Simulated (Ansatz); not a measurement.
Here is the system:

V$_{3}$Ru:
```
V3Ru
1.0
    0.00000     2.97270     2.97270
    2.97270     0.00000     2.97270
    2.97270     2.97270     0.00000
V Ru
3 1
Direct
  0.25000   0.25000   0.25000
  0.75000   0.75000   0.75000
  0.50000   0.50000   0.50000
  0.00000   0.00000   0.00000
```

This is the r²SCAN-relaxed structure.

Question: All from r²SCAN (plane waves, PAW; program Ansatz), unless another level is named. Give the formation energy from the elements (no fitted shifts).

Answer: -31 kJ/mol of atoms.

Question: Predict the density of states at the Fermi level.

Answer: 0.49 states/eV per atom (mean over ±0.08 eV).

Space group Fm-3m. The first step of the workflow began from a Materials Project structure, measured or hypothetical; the Crystallography Open Database copy checked does not list it. With V and Ru taken as one species the cell has the higher symmetry Im-3m, so it may be an ordered model of a mixed-site phase. Its standing as an ambient phase is unchecked. The r²SCAN relaxation kept the symmetry of its start; its stability against distortions is not shown here. No spin polarisation was allowed. The references are the lowest solids computed at this level, not always the standard phases. Spin–orbit coupling is left out wherever it is not named.

Potentials: the later of the program's two PAW sets.
